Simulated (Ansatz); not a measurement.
CdPd:
```yaml
crystal:
  lattice:
    - [3.03194, 0.00000, 0.00000]
    - [0.00000, 3.03194, 0.00000]
    - [0.00000, 0.00000, 3.67726]
  atoms:
    - { symbol: Cd, position: [0.00000, 0.00000, 0.00000] }
    - { symbol: Pd, position: [0.50000, 0.50000, 0.50000] }
```

Relaxed with r²SCAN. Special points in fractions of this cell's reciprocal vectors: Γ (0.000, 0.000, 0.000); X (0.000, 0.500, 0.000); M (0.500, 0.500, 0.000); Z (0.000, 0.000, 0.500); R (0.000, 0.500, 0.500); A (0.500, 0.500, 0.500).

**Question.** List the band energies nearest the Fermi level at these points for plane-wave PAW r²SCAN (Ansatz code).

**Answer.** In eV from the Fermi level; about four levels below and three above (degenerate sets whole), none deeper than 8.9 eV; points with the same levels are listed once.

```tsv
k	below	above
Γ	-3.37 -1.91 -1.91 -1.63	3.12 8.62 8.62
X	-3.62 -3.44 -2.62 -2.11	0.22 10.39 10.42
M	-2.41 -2.40 -2.40 -0.96	0.11 0.11 4.99
Z	-2.54 -2.54 -1.92 -1.72	13.31 13.31 14.02
R	-1.94 -1.65 -1.29 -0.65	3.27 3.85 14.19
A	-4.23 -4.23 -1.83 -0.95	4.16 5.77 5.77
```

Space group P4/mmm (L1₀ or tetragonal B2). The first step of the workflow began from a Materials Project structure, measured or hypothetical; the Crystallography Open Database files this formula in space group No. 123, but the cells were not matched. Its standing as an ambient phase is unchecked. The cell was relaxed with r²SCAN under the symmetry of its start; whether a distortion lowers the energy is not shown. No spin polarisation was allowed. Spin–orbit coupling is left out wherever it is not named.

Potentials: the later of the program's two PAW sets.
